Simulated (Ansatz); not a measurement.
# Conduction electrons in K (Fm-3m)

```
CELL_PARAMETERS angstrom
0.00000 3.18033 3.18033
3.18033 0.00000 3.18033
3.18033 3.18033 0.00000
ATOMIC_POSITIONS crystal
K 0.00000 0.00000 0.00000
```

The conventional cell has a = 6.361 Å, b = 6.361 Å, c = 6.361 Å, α = 90.00°, β = 90.00°, γ = 90.00°. Around K (atom 1) lie 12 K at 4.50 Å.

Level of theory, where no other is named: LDA, all-electron LAPW in Ansatz 0.2.0, scalar-relativistic. k mesh 12×12×12, fine mesh 20×20×20, Fermi-Dirac smearing of 0.080 eV, basis error target 1 meV/atom. The cell was relaxed by PAW under this functional, which moved its volume by +100 % from the database entry's. This phase needn't be the one found at ambient conditions.

Levels and slopes are solved on a 20×20×20 mesh, and each state is taken as quadratic over its cell.

(1) What is the density of states at the Fermi level, and which bare Sommerfeld coefficient follows?

(2) What Drude plasma energy and σ/τ do the band velocities give?

(3) Which bands cross the Fermi level, and what do they carry?

(4) Map the plane k₃ = 1/2 of the mesh: how many bands lie under the Fermi level at each point, counted from the least on the plane?

(5) On PAW files the program sums the optical response inside the mesh cells, interband lines and its own Drude term. Where does ε₁ rise through zero (a sharp plasmon if ε₂ is small there), and how much light is reflected?

(6) What does PAW give for the same cell?

Answers

(1) N(E_F) = 0.737 states/eV/atom (both spins), so γ = (π²/3) k_B² N(E_F) = 1.74 mJ/(mol-atom K²) without electron-phonon or spin-fluctuation enhancement.

(2) (ħω_p,α)² = (e²/ε₀VN_k) Σ_nkσ (∂E/∂k_α)² δ(E − E_F) gives ħω_p = (4.45, 4.45, 4.45) eV along x, y, z, and σ/τ = ε₀ω_p² = 4.04×10²⁰ Ω⁻¹m⁻¹s⁻¹ along x. Weighted by the density of states, the mean Fermi speed is 0.812×10⁶ m/s; the surface has an area of 7.59 Å⁻² for each spin direction.

(3) 

| band | filled part | N (states/eV/cell) | speed (10⁶ m/s) | 5th to 95th percentile | area (Å⁻²) | filling |
| --- | --- | --- | --- | --- | --- | --- |
| 1 | 0.50 | 0.737 | 0.812 | 0.77 to 0.90 | 7.59 | partly filled |

(4) k₁ runs to the right and k₂ upwards, each from −½ to ½ with 0 in the middle (the axes needn't be at right angles):
```
00000000000000001100
00000000000000111110
00000000000001111111
00000000000011111111
00000000000011111110
00000000000111111110
00000000000111111100
00000000000011111000
00000000000001100000
00000000000000000000
00000011000000000000
00001111100000000000
00011111110000000000
00111111110000000000
00111111100000000000
01111111100000000000
01111111000000000000
00111110000000000000
00011000000000000000
00000000000000000000
```

(5) 

```
Fine mesh                         : 20, 20, 20
Window top                        : 20 eV
Line width                        : 0.15 eV
Drude damping                     : 0.1 eV
ε₁ rises through zero at x        : 3.88 eV
ε₂ there x                        : 0.15
Plasma energy (x, y, z)           : 4.368, 4.368, 4.368 eV
Reflectivity at 1 eV, x-polarised : 0.9442
Reflectivity at 2 eV, x-polarised : 0.8868
Reflectivity at 3 eV, x-polarised : 0.7015
```

The plasma energy here is the program's own sum at the run's smearing; it differs from the value above by up to 2 %, through mesh and smearing.

(6) N(E_F) = 0.737 states/eV/atom and ħω_p,x = 4.45 eV.

Caveats: these sums move with the mesh, by several per cent and more for small sheets; frozen-core PAW files fitted under PBE, their cores solved anew for the functional of the run.
